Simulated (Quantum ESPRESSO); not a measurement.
## Moving one atom in GaIn2Pd3Ti2

All numbers below are calculated, not measured. They come from Quantum ESPRESSO 7.5, a public plane-wave density functional program. Each row is one single-point run on a made-up periodic cell of eight metal atoms, with elements, volume, strain and displacements drawn at random and not relaxed, so a cell may be unstable or far from any real phase. There is no spin polarisation or spin-orbit coupling.

Settings: PBE unless stated; PseudoDojo standard norm-conserving files; Fermi-Dirac width 0.25 eV, which means electrons at about 2900 K; cutoff 1143 eV; 6 x 5 x 3 k mesh shifted half a step off Gamma. E is the free energy of the whole cell (internal energy minus TS), so a -TS column is already part of it. Stress is positive in tension, and the pressure P is minus a third of its trace.

Checks: one run of this series was repeated at a higher cutoff and on a denser mesh, which moved values by no more than 0.006 eV, 0.05 GPa and 0.005 eV/Å, and a second program with other atomic files agreed on it to 2 % rms in force and 0.5 GPa in pressure. Known limits: a spin test at this wide smearing found no moment, but such smearing suppresses magnetism that the real alloy may have.

The lattice is face-centred cubic, and the cell vectors in Å are (-4.176, -0.001, -0.043); (-2.111, -4.267, -2.165); (-2.025, -4.141, 6.155), a volume of 147.08 Å³. The elements on sites 1 to 8 are In Ti Pd Pd Pd In Ga Ti. The runs move the Ga atom on site 7 by u along z from its drawn, already displaced place and keep all else fixed. Forces are on that atom, and E is counted from run 3.

```
run    u (Å)  Fx (eV/Å)  Fy (eV/Å)  Fz (eV/Å)  P (GPa)  E (meV)
  1  -0.1435     -0.059     -0.972      1.009    -5.11    133.9
  2  -0.0836          ?          ?          ?        ?        ?
  3   0.0120      0.034     -0.984      0.717    -5.40      0.0
  4   0.0441      0.053     -0.990      0.658    -5.42    -22.1
  5   0.0611      0.063     -0.995      0.627    -5.43    -33.0
  6   0.0838      0.077     -1.001      0.584    -5.43    -46.7
  7   0.1507      0.119     -1.023      0.454    -5.39    -81.5
```

## Worked fit

A parabola through the runs shown gives Fz = 0.741 - 1.88 u - 0.1 u² eV/Å, with an error of 0.01 on the linear term and a scatter of 0.001 eV/Å. Minus its integral from run 1 to run 7 is -216 meV, and the table's energies differ by -215 meV.

## Withheld run

Question: what Fz should run 2 give?

The fit gives 0.897 ± 0.002 eV/Å. The calculation gave 0.893 eV/Å. This run lies off the fit by more than twice that error, so something that the fit leaves out matters here.
